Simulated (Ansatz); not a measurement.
The cell is the one relaxed in the Materials Project (mp-571172), not relaxed further here; entries there can be hypothetical.

In$_{2}$Bi: DFT, PBEsol, all-electron LAPW, scalar-relativistic (Ansatz 0.2.0).

```yaml
crystal:
  lattice:
    - [5.6123015212, 0.0, 0.0]
    - [-2.8061507606, 4.8603956911, 0.0]
    - [0.0, 0.0, 3.308405]
  atoms:
    - { symbol: In, position: [0.6666666667, 0.3333333333, 0.5] }
    - { symbol: In, position: [0.3333333333, 0.6666666667, 0.5] }
    - { symbol: Bi, position: [0.0, 0.0, 0.0] }
kpoints:
  mp_grid: { grid: [7, 7, 10] }
  band_path:
    path:
      - [0.0, 0.0, 0.0]
      - [0.5, 0.0, 0.0]
      - [0.3333333333, 0.3333333333, 0.0]
      - [0.0, 0.0, 0.0]
      - [0.0, 0.0, 0.5]
      - [0.5, 0.0, 0.5]
      - [0.3333333333, 0.3333333333, 0.5]
      - [0.0, 0.0, 0.5]
      - [0.5, 0.0, 0.5]
    npoints: 8
scf:
  occupations: { method: fermi_dirac, width: 0.05 }
hamiltonian:
  xc: pbesol
  pseudopotentials: { kind: all_electron, lapw: { basis_error: 0.001 } }
output:
  forces: true
  stress: true
  eigenvalues: true
  populations: true
  dos: { projected: true, de: 0.2, e_range: [-14, 8] }
```

Output:

```
In: projections on atomic orbitals take those of the free atom 1s2 2s2 2p6 3s2 3p6 3d10 4s2 4p6 4d10 5s2 5p1, of charge +0.00 (hamiltonian.pseudopotentials.projection_atoms)
Bi: projections on atomic orbitals take those of the free atom 1s2 2s2 2p6 3s2 3p6 3d10 4s2 4p6 4d10 4f14 5s2 5p6 5d10 6s2 6p3, of charge +0.00 (hamiltonian.pseudopotentials.projection_atoms)
LAPW: plane waves up to 6.884 Å⁻¹, error target 1.0e-3 eV per atom; small_component_spin mean_spin; In in spheres of 1.620 Å, 21 of its electrons in bands, Dirac shells []; Bi in spheres of 1.638 Å, 37 of its electrons in bands, Dirac shells []
Engine: ansatz 0.2.0
Pseudopotentials: kind: all_electron
Pseudopotential: In, LAPW, valence charge 21, Koelling and Harmon's equation, gaussian nucleus
Pseudopotential: Bi, LAPW, valence charge 37, Koelling and Harmon's equation, gaussian nucleus
Functional definition: PBEsol
  exchange = pbesol_x
  correlation = pbesol_c
Crystal: 3 atoms, lattice volume = 90.247 Å³
Basis set: ecut = 180.53299083802304 eV, 499 PW (Γ), exchange–correlation at level 2
Bands: 48, of which v1, the nominal top of the filled ones, is band 40 counted from 1 (39 counted from 0)
Symmetry: 24 space group operations
Space group: P6/mmm (ITA 191), of the structure as read, at distance tolerance 4.5e-5 Å
k-points: 48 of 490
Non-local potential: In, projectors of the file, none
Non-local potential: Bi, projectors of the file, none
Initial density: superposition of atomic densities (chi_scale 0.1, normalization cell, long waves kept (reshape's long-wave potential 0.00 eV rms))
Initial wavefunctions: plane waves of lowest kinetic energy (no species holds an atomic orbital)
Functional: x = pbesol(κ = 0.804, μ = 0.12345679012345678), c = pbesol(β = 0.046)
iter 1 solved again at ethr=3.61e-5 eV; its pass at ethr=1.00e-1 eV (dr2=2.85e-2 eV) is discarded
SCF iter   1: F=—  HF=-905498.402289 eV  |F-HF|=—  |Δ(HF+E_count)|=         —  Δρ=5.57e-3  dr2=2.86e-2  ethr=3.61e-5  ⟨swp⟩=3.1  Hψ=15265  notcnv=0
preconditioner: auto → Kerker (q_TF=auto, 2.668 Å⁻¹)  [metal: Δε(μ)=0.019 eV  Ē_g=18.196 eV  σ=0.050 eV  W_gap=0.09  n_scr=32 (ndim 8)  ℏωp=25.0 eV  f_vac=0.000  D(μ)=2.66/eV (n_scr^D=26)]
SCF iter   2: F=—  HF=-905498.350007 eV  |F-HF|=—  |Δ(HF+E_count)|=   5.23e-2  Δρ=3.27e-3  dr2=1.12e-2  ethr=3.61e-5  ⟨swp⟩=2.0  Hψ=6926  notcnv=0
SCF iter   3: F=—  HF=-905498.345278 eV  |F-HF|=—  |Δ(HF+E_count)|=   4.73e-3  Δρ=2.07e-3  dr2=5.35e-3  ethr=1.42e-5  ⟨swp⟩=2.0  Hψ=6899  notcnv=0
SCF iter   4: F=—  HF=-905498.344260 eV  |F-HF|=—  |Δ(HF+E_count)|=   1.02e-3  Δρ=1.05e-3  dr2=1.69e-3  ethr=6.78e-6  ⟨swp⟩=2.0  Hψ=6898  notcnv=0
SCF iter   5: F=—  HF=-905498.344630 eV  |F-HF|=—  |Δ(HF+E_count)|=   3.70e-4  Δρ=3.34e-4  dr2=2.01e-4  ethr=2.14e-6  ⟨swp⟩=2.0  Hψ=6898  notcnv=0
SCF iter   6: F=—  HF=-905498.344584 eV  |F-HF|=—  |Δ(HF+E_count)|=   4.61e-5  Δρ=1.54e-4  dr2=2.45e-5  ethr=2.54e-7  ⟨swp⟩=2.0  Hψ=6898  notcnv=0
SCF iter   7: F=—  HF=-905498.344584 eV  |F-HF|=—  |Δ(HF+E_count)|=   3.44e-7  Δρ=6.60e-5  dr2=3.26e-6  ethr=3.10e-8  ⟨swp⟩=2.0  Hψ=6898  notcnv=0
SCF iter   8: F=—  HF=-905498.344584 eV  |F-HF|=—  |Δ(HF+E_count)|=   3.32e-7  Δρ=2.63e-5  dr2=5.20e-7  ethr=4.12e-9  ⟨swp⟩=2.0  Hψ=6898  notcnv=0
iter 9 solved again at ethr=4.06e-11 eV; its pass at ethr=6.58e-10 eV (dr2=3.21e-8 eV) is discarded
SCF iter   9: F=-905498.344584 eV  HF=-905498.344584 eV  |F-HF|=1.98e-9  |Δ(HF+E_count)|=   2.42e-7  Δρ=5.23e-6  dr2=3.21e-8  ethr=4.06e-11  ⟨swp⟩=2.0  Hψ=11652  notcnv=0
SCF 1 converged in 9 iterations: F = -905498.344584 eV  dr2 = 3.21e-8
NSCF: frozen V_eff on 65 k-points
SCF converged after 9 iterations
Free energy (F): -905498.344584 eV
Harris-Foulkes:  -905498.344584 eV  (|F-HF|=1.98e-9)
Internal energy: -905498.323899 eV  (E = F + TS)
E sigma→0 (E₀):  -905498.334242 eV
Entropy (-TS):   -0.020685 eV (-6.895 meV/atom)
Fermi energy:    12.914355 eV
--- Per-component energies (eV) ---
  E_band       = -3827.144672
  E_kinetic    = 1013579.533550
  E_xc         = -19207.000592
  E_electrostatic = -1899870.856857  (all electrons and nuclei)
  E_smearing   = -0.020685  (= −TS)
  E_closure    = 0.000000  (closes the sum)
  E_atoms      = -905488.372578  (free atoms, spherical and without spin; not in F)
  Σ components = -905498.344584   (vs F -905498.344584, Δ=0.00e0)
  Basis errors (estimates in eV, not in F): energy 2.9e-4 per atom: plane waves 2.8e-4 (1.5e-4 summed), levels above the bands 2.2e-74, relativity 1.7e-8, radial functions 1.1e-5, core shells 4.1e-9; eigenvalues (radial functions only) 1.2e-4; not estimated: angular momenta, meshes, grids; target (lapw.basis_error) 1.0e-3; muffin-tin radii In 1.620 Å, Bi 1.638 Å
--- Forces (eV/Å), atoms counted from 1 ---
  atom   1  In     0.00000000    -0.00000000     0.00000000
  atom   2  In     0.00000000     0.00000000    -0.00000000
  atom   3  Bi     0.00000000     0.00000000     0.00000000
  max |Σ_I F_I| component: 1.16e-18 eV/Å
--- Stress (GPa, compression-positive) ---
       -3.590394      -0.000000      -0.000000
       -0.000000      -3.590394      -0.000000
       -0.000000      -0.000000      -1.122434
  P = ⅓ Tr σ = -2.7677 GPa (-27.677 kbar)
--- Band table (eV; the first three rows and the last of 48) ---
  k-point 0: bands = ["-140.2844", "-135.4481", "-135.4466", "-135.4466", "-135.4422", "-135.4422", "-135.4347", "-135.4347", "-102.4043", "-102.4039", "-78.5014", "-78.4748", "-78.4748", "-60.9278", "-60.9278", "-60.9236", "-60.9236", "-60.9216", "-60.9210", "-10.0102", "-9.8355", "-9.8355", "-9.8233", "-9.8233", "-1.8230", "-1.6764", "-1.6391", "-1.6391", "-1.5424", "-1.5424", "-1.5349", "-1.5349", "-1.4514", "-1.4514", "0.9869", "6.5006", "9.7030", "10.4165", "10.4165", "11.7139", "11.7139", "16.2682", "20.2006", "20.7798", "20.7798", "20.7892", "22.9049", "24.3630"]
  k-point 1: bands = ["-140.2844", "-135.4481", "-135.4466", "-135.4466", "-135.4422", "-135.4422", "-135.4347", "-135.4347", "-102.4043", "-102.4039", "-78.5016", "-78.4748", "-78.4748", "-60.9278", "-60.9278", "-60.9236", "-60.9236", "-60.9220", "-60.9214", "-9.9863", "-9.8347", "-9.8347", "-9.8312", "-9.8312", "-1.7948", "-1.6436", "-1.6378", "-1.6378", "-1.5486", "-1.5486", "-1.5405", "-1.5405", "-1.4620", "-1.4620", "1.1148", "6.6027", "9.8338", "10.5634", "10.5634", "11.8548", "11.8548", "14.8909", "19.3606", "20.5338", "20.5338", "21.5665", "21.8768", "23.5890"]
  k-point 2: bands = ["-140.2844", "-135.4481", "-135.4466", "-135.4466", "-135.4422", "-135.4422", "-135.4347", "-135.4347", "-102.4042", "-102.4039", "-78.5022", "-78.4747", "-78.4747", "-60.9277", "-60.9277", "-60.9235", "-60.9235", "-60.9231", "-60.9225", "-9.9235", "-9.8520", "-9.8520", "-9.8325", "-9.8325", "-1.7213", "-1.6347", "-1.6347", "-1.5839", "-1.5839", "-1.5573", "-1.5360", "-1.5360", "-1.4892", "-1.4892", "1.4908", "6.8823", "10.2327", "10.9931", "10.9931", "12.2629", "12.2629", "12.7832", "17.0375", "19.2818", "19.4461", "19.4461", "21.5117", "21.5117"]
  k-point 47: bands = ["-140.2844", "-135.4481", "-135.4466", "-135.4466", "-135.4422", "-135.4422", "-135.4347", "-135.4347", "-102.4040", "-102.4039", "-78.5037", "-78.4746", "-78.4746", "-60.9278", "-60.9258", "-60.9257", "-60.9256", "-60.9250", "-60.9230", "-9.9060", "-9.9058", "-9.8264", "-9.8263", "-9.7577", "-1.7294", "-1.7134", "-1.6398", "-1.6329", "-1.6128", "-1.5989", "-1.5464", "-1.4070", "-1.3853", "-1.3647", "3.2845", "8.3939", "9.2882", "9.5349", "10.2361", "10.8557", "14.7121", "14.7519", "15.4123", "16.1788", "17.5575", "18.5687", "21.0993", "22.0280"]
--- Löwdin populations: 3 sites ---
  site symbol       q [e]
     0     In     49.0789
     1     In     49.0789
     2     Bi     82.7818
  spilling = 0.000333 (of n_electrons = 181.000000)
```

populations.tsv:

```
# site	symbol	l	j	q
# orbitals = lowdin
# n_electrons = 181.000000
# spilling = 0.000333
# projection_atom_In: 1s2 2s2 2p6 3s2 3p6 3d10 4s2 4p6 4d10 5s2 5p1
# projection_atom_Bi: 1s2 2s2 2p6 3s2 3p6 3d10 4s2 4p6 4d10 4f14 5s2 5p6 5d10 6s2 6p3
0	In	0_1S	-	1.999999
0	In	0_2S	-	1.999947
0	In	0_3S	-	1.999177
0	In	0_4S	-	1.988894
0	In	0_5S	-	1.484409
0	In	1_2P	-	6.000000
0	In	1_3P	-	5.999958
0	In	1_4P	-	5.995602
0	In	1_5P	-	1.621851
0	In	2_3D	-	9.999997
0	In	2_4D	-	9.989114
1	In	0_1S	-	1.999999
1	In	0_2S	-	1.999947
1	In	0_3S	-	1.999177
1	In	0_4S	-	1.988894
1	In	0_5S	-	1.484409
1	In	1_2P	-	6.000000
1	In	1_3P	-	5.999958
1	In	1_4P	-	5.995602
1	In	1_5P	-	1.621851
1	In	2_3D	-	9.999997
1	In	2_4D	-	9.989114
2	Bi	0_1S	-	2.000000
2	Bi	0_2S	-	1.999995
2	Bi	0_3S	-	1.999946
2	Bi	0_4S	-	1.999494
2	Bi	0_5S	-	1.994527
2	Bi	0_6S	-	1.865983
2	Bi	1_2P	-	6.000000
2	Bi	1_3P	-	5.999999
2	Bi	1_4P	-	5.999952
2	Bi	1_5P	-	5.996740
2	Bi	1_6P	-	2.930325
2	Bi	2_3D	-	10.000000
2	Bi	2_4D	-	9.999996
2	Bi	2_5D	-	9.994837
2	Bi	3_4F	-	13.999998
```
